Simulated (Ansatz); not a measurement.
Relaxed-ion elastic tensor of SiO$_{2}$ in space group P4_2/nmc (No. 137; Si on 2a, O on 4d) in GPa (Voigt order), r²SCAN in the plane-wave PAW code Ansatz; density 3.05 g/cm³, 10.90 Å³ per atom.

```
       1      2     3     4     5     6
-  -----  -----  ----  ----  ----  ----
1    431  -32.2  24.6   0.0   0.0   0.0
2  -32.2    431  24.6   0.0   0.0   0.0
3   24.6   24.6  27.0   0.0   0.0   0.0
4    0.0    0.0   0.0  18.2   0.0   0.0
5    0.0    0.0   0.0   0.0  18.2   0.0
6    0.0    0.0   0.0   0.0   0.0  58.0
```

**Question.** Is the crystal mechanically stable?

**Answer.** Yes: the smallest eigenvalue of C is 18.2 GPa.

**Question.** Work out the Voigt and Reuss bounds. Is their mean of use?

**Answer.** K_V = 103, K_R = 27.0; G_V = 77.0, G_R = 25.5 GPa. The bounds lie so far apart that a Hill average or a Debye temperature from it would say little.

A made-up cell: these elements were put on the sites of a structure type; neither database checked (COD, Materials Project) lists it. It is not the phase usual at ambient conditions (space group No. 92, 152, 154). Symmetry was held in the r²SCAN relaxation; its stability against distortions is not shown here.

Potentials: the earlier of the program's two PAW sets.
